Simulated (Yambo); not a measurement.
Yambo run on NaTaO3 (space group P4/mbm, No. 127). The wavefunctions are PBEsol (Quantum ESPRESSO, PseudoDojo norm-conserving, 88 Ry, without SOC) ones on a 2×2×4 mesh (40 occupied bands); a = b = 5.477 Å, c = 3.959 Å, α = β = γ = 90.00°.

Yambo input:

```
rim_cut
HF_and_locXC
RandQpts= 1000000
RandGvec= 1 Ry
EXXRLvcs= 88 Ry
VXCRLvcs= 352 Ry
% QPkrange
 1 | 1 | 40 | 41 |
 3 | 3 | 40 | 41 |
 4 | 4 | 40 | 41 |
 6 | 6 | 40 | 41 |
 7 | 7 | 40 | 41 |
 9 | 9 | 40 | 41 |
%
```

k points by index: 1 = Γ, 3 = Z, 4 = X, 6 = R, 7 = M, 9 = A.

The o-*.hf file then holds:

```
#    K-point    Band    Eo [eV]    Ehf [eV]    Vxc [eV]    Vnlxc [eV]
#
    1    40    -0.583554    -5.793258    -20.12668    -25.33638
    1    41    2.327934    7.944622    -14.91857    -9.301884
    3    40    0.000000    -5.119904    -20.00411    -25.12402
    3    41    2.738097    8.735932    -15.31471    -9.316880
    4    40    -0.579106    -5.880781    -19.43502    -24.73670
    4    41    3.797521    9.369472    -16.53681    -10.96486
    6    40    -0.447351    -5.641141    -19.43112    -24.62491
    6    41    4.787690    10.89991    -16.86677    -10.75455
    7    40    -0.801918    -5.957027    -20.02122    -25.17633
    7    41    2.473233    8.202596    -15.11010    -9.380733
    9    40    -0.073277    -5.209502    -19.87326    -25.00949
    9    41    4.932393    10.94695    -17.62520    -11.61064
```
Exchange alone, without screening.

Geometry of the Materials Project entry, not relaxed at this level.

This is not the ordinary phase of the substance.
